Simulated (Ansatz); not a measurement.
The cell below belongs to a search over invented structures; it isn't taken from experiment.

Input and command of a plane-wave DFT calculation in Ansatz:

```yaml
crystal:
  lattice:
    - [-4.5182251417, 4.5182251417, 3.076553606]
    - [4.5182251417, -4.5182251417, 3.076553606]
    - [4.5182251417, 4.5182251417, -3.076553606]
  atoms:
    - { symbol: La, position: [0.1741891351, 0.3877996073, 0.5619887423] }
    - { symbol: La, position: [0.3877996073, 0.8258108649, 0.2136104722] }
    - { symbol: La, position: [0.6122003927, 0.1741891351, 0.7863895278] }
    - { symbol: La, position: [0.8258108649, 0.6122003927, 0.4380112577] }
    - { symbol: Nb, position: [0.7716133293, 0.7716133293, 0.0] }
    - { symbol: Nb, position: [0.2283866707, 0.2283866707, 0.0] }
    - { symbol: O, position: [0.6351757659, 0.5375419054, 0.7156045389] }
    - { symbol: O, position: [0.8219373665, 0.919571227, 0.2843954611] }
    - { symbol: O, position: [0.919571227, 0.6351757659, 0.0976338604] }
    - { symbol: O, position: [0.5375419054, 0.8219373665, 0.9023661396] }
    - { symbol: O, position: [0.1780626335, 0.080428773, 0.7156045389] }
    - { symbol: O, position: [0.3648242341, 0.4624580946, 0.2843954611] }
    - { symbol: O, position: [0.4624580946, 0.1780626335, 0.0976338604] }
    - { symbol: O, position: [0.080428773, 0.3648242341, 0.9023661396] }
    - { symbol: O, position: [0.75, 0.25, 0.5] }
    - { symbol: O, position: [0.25, 0.75, 0.5] }
basis:
  ecutwfc: 420
kpoints:
  mp_grid: { grid: [4, 4, 4] }
hamiltonian:
  xc: pbe
scf:
  occupations: { method: gaussian, width: 0.1 }
  lower_state_search: "off"
output:
  forces: true
  stress: true
  eigenvalues: true
relax:
  adjacent_minimum: "off"
  f_tol: 0.04
  max_steps: 70
  cell: { stress_tol: 0.4 }
```

```bash
ansatz run input.yaml --threads 1 --pin off --max-ram 2560MiB --backend cpu --events-out ev --progress --plain --runs-dir out
```

Processor: AMD EPYC 7R43 64-Core Processor (Zen 3), 1 thread, on a host shared with other jobs.

Estimate time, memory and problem size.

About 2.5 min, peak memory 0.7 GiB. It solves 81 bands at 14 k points (after reduction by symmetry) with about 4951 plane waves (on the last cell), in 43 SCF iterations over 6 ionic steps.
